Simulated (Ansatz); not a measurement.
This NbH₂Pb₃ structure is the end of a relaxation. The cell was found from a structure generator's guess, not taken from experiment.

Method: DFT PBE, scalar-relativistic, plane waves, PAW (Ansatz 0.2.0). Cutoff 420 eV, Γ-centred mesh, Gaussian smearing, collinear spin.

```
Nb H Pb
1.0
     5.99067    0.00000    0.00000
     0.00000    5.99067    0.00000
     0.00000    0.00000    3.95117
Nb H Pb
1 2 3
Direct
  0.00000 0.00000 0.00000
  0.00000 0.50000 0.00000
  0.50000 0.00000 0.00000
  0.00000 0.50000 0.50000
  0.50000 0.00000 0.50000
  0.50000 0.50000 0.50000
```

The zero of energy is the elements' standard structures at the same level (H₂ as a molecule); no fitted shifts are applied.

**Question.** Find its symmetry and describe it.

**Answer.** P4/mmm (No. 123). Conventional cell: a = 5.991 Å, c = 3.951 Å. Around Nb lie 4 H at 3.00 Å, 8 Pb at 3.59 Å and 2 Nb at 3.95 Å; H has 2 Pb at 1.98 Å and 2 Nb at 3.00 Å; Pb on a site of symmetry mmm is surrounded by 2 H at 1.98 Å and 2 Pb at 3.00 Å; Pb on a site of symmetry 4/mmm is surrounded by 4 Pb at 3.00 Å.

**Question.** What is its formation energy per atom?

**Answer.** +1.08 eV/atom. A positive value: parting into the elements would lower its energy.

**Question.** Is it a metal?

**Answer.** Yes, bands cross the Fermi level on the 6×6×10 mesh.

**Question.** Which magnetic moments does it keep?

**Answer.** 0.49 μB per atom net, the space between the atoms included; by site: Nb 2.2 μB.

The last run used collinear spin, a 6×6×10 mesh (in the run's order of axes) for its 6-atom cell and Gaussian smearing of 0.10 eV. These runs have no spin–orbit coupling, which can matter for Pb. With hydrogen, zero-point motion can shift formation energies by some tens of meV/atom. Another magnetic order may lie lower. Symmetry constrained the relaxation, so the result can be a saddle point.
